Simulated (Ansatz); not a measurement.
**Zone-centre modes in AlPt**

Method: DFT PBEsol, scalar-relativistic, plane waves, PAW (Ansatz). Cutoff 420 eV, Γ-centred 8×8×8 k-points, Gaussian smearing of 0.15 eV. Spin–orbit coupling is left out, which can shift energies with elements as heavy as these. No spin polarisation.

Reference structure (relaxed at this level; it needn't be the usual structure):

```
Al Pt
1.0
     4.86850    0.00000    0.00000
     0.00000    4.86850    0.00000
     0.00000    0.00000    4.86850
Al Pt
4 4
Cartesian
  4.1099 4.1099 4.1099
  3.1929 0.7587 1.6756
  1.6756 3.1929 0.7587
  0.7587 1.6756 3.1929
  0.7497 0.7497 0.7497
  1.6846 4.1188 3.1839
  3.1839 1.6846 4.1188
  4.1188 3.1839 1.6846
```

Harmonic modes by finite displacements of 0.02 Å, without the LO–TO term.

Task: At this geometry, is the structure stable against these modes?

Result: Yes: no mode is imaginary beyond 10 cm⁻¹, and only the three translations lie near zero.

Task: List the wavenumbers in cm⁻¹.

Result: 0, 0, 0, 98, 106, 106, 107, 107, 107, 120, 120, 120, 255, 255, 255, 265, 265, 305, 305, 305, 305, 345, 345, 345.

Cost: 1 run of about 16 core-minutes, on Arm Neoverse N1 (shared hosts).